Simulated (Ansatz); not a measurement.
# NaH₄IO₂: computed property card

NaH$_{4}$IO$_{2}$:
```yaml
crystal:
  lattice:
    - [5.71676, 0.00000, 0.00000]
    - [1.16903, -6.73969, 0.00000]
    - [-2.87750, 2.83659, -5.70762]
  atoms:
    - { symbol: Na, position: [0.68227, 0.52368, 0.87102] }
    - { symbol: Na, position: [0.31773, 0.47632, 0.12898] }
    - { symbol: H, position: [0.37511, 0.86586, 0.11054] }
    - { symbol: H, position: [0.62489, 0.13414, 0.88946] }
    - { symbol: H, position: [0.19006, 0.71646, 0.85839] }
    - { symbol: H, position: [0.80994, 0.28354, 0.14161] }
    - { symbol: H, position: [0.06314, 0.86810, 0.27244] }
    - { symbol: H, position: [0.93686, 0.13190, 0.72756] }
    - { symbol: H, position: [0.95408, 0.73553, 0.35299] }
    - { symbol: H, position: [0.04592, 0.26447, 0.64701] }
    - { symbol: I, position: [0.75373, 0.77506, 0.61760] }
    - { symbol: I, position: [0.24627, 0.22494, 0.38240] }
    - { symbol: O, position: [0.35558, 0.71334, 0.98292] }
    - { symbol: O, position: [0.64442, 0.28666, 0.01708] }
    - { symbol: O, position: [0.00416, 0.71840, 0.22606] }
    - { symbol: O, position: [0.99584, 0.28160, 0.77394] }
```

Space group P-1 (No. 2); conventional cell a = 5.717 Å, b = 6.840 Å, c = 6.977 Å, α = 109.33°, β = 114.01°, γ = 99.84°.

Method: DFT-LDA in the program Ansatz with PAW potentials. Geometry: relaxed at this level of theory. Other levels are named where they apply.

**Cell and energy**

```
Property                                                       Value
-----------------------------------------------------  -------------
Volume per atom                                             13.74 Å³
Density                                                   2.81 g/cm³
Formation energy from the elements (no fitted shifts)  -1.17 eV/atom
```

**Electronic structure**

```
Quantity                                                     Result
-----------------------  ------------------------------------------
Band gap                                           3.79 eV (direct)
Valence-band maximum                                           at Γ
Conduction-band minimum                                        at Γ
Electron effective mass      0.34, 0.34, 0.39 mₑ (principal values)
Hole effective mass      2.0 along x, 0.74 along y, 21 along z (mₑ)
```

**Mechanics**

```
Item                                                                           Value
--------------------------------------------  --------------------------------------
Bulk modulus (Birch–Murnaghan fit)                                          19.2 GPa
Pressure derivative B′                                                           4.9
Mechanical stability                          stable (all eigenvalues of C positive)
Hill bulk and shear moduli                                          19.6 and 6.6 GPa
Young's modulus                                                             17.9 GPa
Poisson's ratio                                                                 0.35
Debye temperature from the elastic constants                                   215 K
```

**Dielectric response**

```
Item                                                                                                       Result
--------------------------------------------------------  -------------------------------------------------------
Electronic dielectric constant ε∞ (DFPT)                                          2.82 (xx), 2.90 (yy), 2.81 (zz)
Static dielectric constant ε0 (ions relaxed, cell fixed)                          4.96 (xx), 4.70 (yy), 4.53 (zz)
Born charges (a third of the trace)                       Na +1.14, H +0.57 to +0.60, I -0.99, O -1.25 to -1.24 e
```

**Phonons**

```
Item                                                                Result
--------------------------------------------------  ----------------------
Highest zone-centre frequency (without LO–TO term)               3410 cm⁻¹
Zone-centre stability                               no imaginary mode at Γ
```

The workflow started from a Materials Project entry (that database holds measured and hypothetical structures alike); the Crystallography Open Database files this formula in space group No. 2, but the cells were not matched. Its standing as an ambient phase is unchecked. The LDA relaxation kept the symmetry of its start. A crystal of weakly bound layers computed without a dispersion correction: the cell and the soft elastic constants depend strongly on that. The references are the lowest solids computed at this level, not always the standard phases (solids in place of the gases). Spin–orbit coupling is left out wherever it is not named.

Potentials: the later of the program's two PAW sets.
